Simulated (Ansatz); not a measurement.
BP:
```cif
data_B2P2
_chemical_formula_sum 'B2 P2'
_space_group_name_H-M_alt 'P63mc'
_space_group_IT_number 186
_space_group_name_Hall 'P 6c -2c'
_cell_length_a 3.17947
_cell_length_b 3.17947
_cell_length_c 5.27439
_cell_angle_alpha 90.000
_cell_angle_beta 90.000
_cell_angle_gamma 120.000
loop_
_atom_site_label
_atom_site_type_symbol
_atom_site_symmetry_multiplicity
_atom_site_Wyckoff_symbol
_atom_site_fract_x
_atom_site_fract_y
_atom_site_fract_z
_atom_site_occupancy
B1 B 2 b 0.33333 0.66667 0.00045 1
P1 P 2 b 0.33333 0.66667 0.37455 1
```

Relaxed with PBEsol. DFT-PBEsol in the program Ansatz with PAW potentials gives a gap of 0.83 eV.

**Question.** What gap does HSE06 give on the same cell (Ansatz, PAW)?

**Answer.** 1.65 eV, 0.82 eV more. The hybrid was solved on a coarser mesh and at special points; its gap is the smallest among all of these.

```
k  v1 PBEsol  c1 PBEsol  v1 HSE06  c1 HSE06
-  ---------  ---------  --------  --------
Γ       0.00       2.69       [?]       [?]
A      -1.31       3.66       [?]       [?]
K      -4.90       0.83     -5.32      1.65
H      -2.89       3.08       [?]       [?]
M      -2.10       1.04     -2.30      1.88
L      -3.38       2.06       [?]       [?]
```

**Question.** Top valence (v1) and lowest conduction level (c1) in eV from each method's valence maximum (which need not be a listed point): supply the withheld HSE06 values.

**Answer.** 
- L, v1 HSE06: -3.69
- L, c1 HSE06: 2.96
- A, v1 HSE06: -1.43
- A, c1 HSE06: 4.67
- H, v1 HSE06: -3.17
- H, c1 HSE06: 4.03
- Γ, v1 HSE06: 0.00
- Γ, c1 HSE06: 3.62

Cost on shared cores: the PBEsol run (SCF on a 10×10×5 mesh, then bands and DOS) around 28 core-seconds (rough), the HSE06 run (SCF on 7×7×4, then a few points) very roughly 2.9 core-minutes; the tasks are unlike.

Space group P6_3mc (wurtzite). The first step of the workflow began from a Materials Project structure, measured or hypothetical; the Crystallography Open Database copy checked does not list it. It is not the phase usual at ambient conditions (space group No. 216). Symmetry was held in the PBEsol relaxation; whether a distortion lowers the energy is not shown.

Potentials: the later of the program's two PAW sets.
